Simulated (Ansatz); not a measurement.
Here is the system:

ZnCu:
```
CELL_PARAMETERS angstrom
      2.91942     0.00000     0.00000
      0.00000     2.91942     0.00000
      0.00000     0.00000     2.91942
ATOMIC_POSITIONS crystal
  Zn 0.50000 0.50000 0.50000
  Cu 0.00000 0.00000 0.00000
```

This is the r²SCAN-relaxed structure.

Task: All from plane-wave PAW r²SCAN (Ansatz code), unless another level is named. Estimate the bulk modulus (Birch–Murnaghan fit).

Result: 136 GPa.

Task: And the highest zone-centre frequency?

Result: 209 cm⁻¹.

Space group Pm-3m (CsCl type). Symmetry was held in the r²SCAN relaxation. No spin polarisation was allowed. As this level gives no gap, phonon frequencies hold no LO–TO term and depend on the k-mesh and smearing (Fermi–Dirac, 0.1 eV here).

Potentials: the earlier of the program's two PAW sets. The files were generated under PBE; for other functionals the program regenerates the frozen cores, and for LDA and PBEsol the local potential too.
